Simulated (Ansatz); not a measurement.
This cell of HfC (rock salt) is off equilibrium:

```yaml
crystal:
  lattice:
    - [0.00000, 2.17355, 2.17355]
    - [2.17355, 0.00000, 2.17355]
    - [2.17355, 2.17355, 0.00000]
  atoms:
    - { symbol: C, position: [0.00000, 0.00000, 0.00000] }
    - { symbol: Hf, position: [0.50000, 0.50000, 0.50000] }
```

Computed with PBEsol (plane waves to 420 eV, PAW, scalar-relativistic; Ansatz, an electronic-structure program). k mesh 17×17×17 (Γ-centred), Fermi-Dirac smearing 0.05 eV. E stands for the smeared free energy. Compression counts positive. HfC is run without spin polarisation. HfC was relaxed with its symmetry unable to fall. Spin-orbit coupling is left out, though Hf is heavy.

Q: Give the stress tensor in GPa and the pressure.

A: 
```
   60.7      0.0      0.0
    0.0     60.7      0.0
    0.0      0.0     60.7
```
The pressure, a third of the trace, is 60.7 GPa.

Q: It is the relaxed cell scaled evenly to V/V₀ = 0.840, atoms relaxed where free. What is its energy relative to the relaxed cell?

A: 321 meV/atom.

(A scan under strain: stresses follow from slopes of the energy per volume, elastic moduli from its curvatures.)
